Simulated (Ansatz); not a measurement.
Recipe of this trial structure of BC₅: random cell by space group and Wyckoff sites (Cmmm, No. 65). The dimensions are guesses.

```xyz
6
Lattice="2.4514 -2.6818 0.0000 2.4514 2.6818 0.0000 0.0000 0.0000 5.6905" Properties=species:S:1:pos:R:3 pbc="T T T"
B     2.4514    0.0000    0.0000
C     2.4514    1.6967    0.0000
C     2.4514   -1.6967    0.0000
C     3.4857    0.0000    2.8452
C     1.4172    0.0000    2.8452
C     0.0000    0.0000    2.8452
```

Computed with DFT PBE, scalar-relativistic, plane waves, PAW in Ansatz 0.2.0. Cutoff 420 eV, Gaussian smearing, Γ-centred meshes. Cell and atoms relax first on a coarse mesh and then on a finer one. In between, the cell is made exact in the group found at 0.06 Å. In metals the finer mesh still leaves noise of several meV/atom or more. The steps can't lower the symmetry of their start. No spin polarisation in the relaxation; trial moments died out in a coarse test.

A guess keeps its type if space group and coordination stay and the shape of the cell changes little (axis ratios within about 15 %, angles within 6°); the volume may change.

**Question.** Does this structure survive the relaxation?

**Answer.** It doesn't keep its type. The symmetry stays Cmmm (No. 65). The volume per atom shrinks by 3.0 %, from 12.5 to 12.1 Å³. The shortest distance goes from 1.42 Å (C–C) to 1.32 Å (C–C). Counting neighbours within 15 % of an atom's shortest distance, the start has B 2, C 1/2 and the end B 2, C 1/2. In detail, at the end around B lie 2 C at 1.52 Å; C on a site of symmetry m2m is surrounded by 1 C at 1.32 Å and 1 B at 1.52 Å; C on a site of symmetry 2mm has 2 C at 1.32 Å; 1 more site not described.

```xyz
6
Lattice="1.9855 -2.1861 0.0000 1.9855 2.1861 0.0000 0.0000 0.0000 8.3572" Properties=species:S:1:pos:R:3 pbc="T T T"
B     1.9855    0.0000    0.0000
C     1.9855    1.5250    0.0000
C     1.9855   -1.5250    0.0000
C     2.6474    0.0000    4.1786
C     1.3236    0.0000    4.1786
C     0.0000    0.0000    4.1786
```

The last run used a 12×12×6 mesh (in the run's order of axes) for its 6-atom cell and Gaussian smearing of 0.10 eV. Weakly bound directions are ill-defined at this level, which has no dispersion term. An odd number of electrons in the primitive cell allows no gap without spin; a larger cell or a magnetic state could open one. Symmetry constrained the relaxation, so the result can be a saddle point.

In counts of neighbours, a slash parts the counts of unlike sites.
